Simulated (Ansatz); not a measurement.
Al2ZnTe4:
```yaml
crystal:
  lattice:
    - [-2.98095, 2.98095, 5.88809]
    - [2.98095, -2.98095, 5.88809]
    - [2.98095, 2.98095, -5.88809]
  atoms:
    - { symbol: Al, position: [0.25000, 0.75000, 0.50000] }
    - { symbol: Al, position: [0.50000, 0.50000, 0.00000] }
    - { symbol: Zn, position: [0.00000, 0.00000, 0.00000] }
    - { symbol: Te, position: [0.63237, 0.13404, 0.03484] }
    - { symbol: Te, position: [0.86596, 0.90081, 0.49833] }
    - { symbol: Te, position: [0.09919, 0.59753, 0.96516] }
    - { symbol: Te, position: [0.40247, 0.36763, 0.50167] }
```

The program Ansatz at the PBEsol level (PAW) gives a gap of 1.56 eV without spin–orbit coupling, maximum at Γ, minimum at M.

Problem. What happens when spin–orbit coupling is switched on?

Solution. The gap decreases by 0.27 eV, to 1.29 eV; maximum at Γ, minimum at M.

Problem. Give the hole effective mass with spin–orbit coupling.

Solution. 0.18, 0.18, 0.46 mₑ (principal values).

Space group I-4. The first step of the workflow began from a Materials Project structure, measured or hypothetical; the Crystallography Open Database files this formula in space group No. 82, but the cells were not matched. Whether it is the stable phase at ambient conditions was not checked. The PBEsol relaxation kept the symmetry of its start; whether a distortion lowers the energy is not shown.

Potentials: the later of the program's two PAW sets.
